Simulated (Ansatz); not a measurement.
HgTe:
```
HgTe
1.0
    0.00000     3.25472     3.25472
    3.25472     0.00000     3.25472
    3.25472     3.25472     0.00000
Te Hg
1 1
Direct
  0.75000   0.75000   0.75000
  0.00000   0.00000   0.00000
```

This is the PBEsol-relaxed structure.

Question: All from plane-wave PAW PBEsol (Ansatz code), unless another level is named. Estimate the electronic character.

Answer: no gap, with almost no states at the Fermi level (zero-gap or semimetallic).

Question: Give the formation energy from the elements (no fitted shifts).

Answer: -0.14 eV/atom.

Question: Give the gap with spin–orbit coupling.

Answer: none (metallic).

Space group F-43m (zinc blende). Symmetry was held in the PBEsol relaxation. The references are the lowest solids computed at this level, not always the standard phases. Scalar-relativistic: spin–orbit coupling is off unless named, which matters more the heavier the elements.

Potentials: the later of the program's two PAW sets.
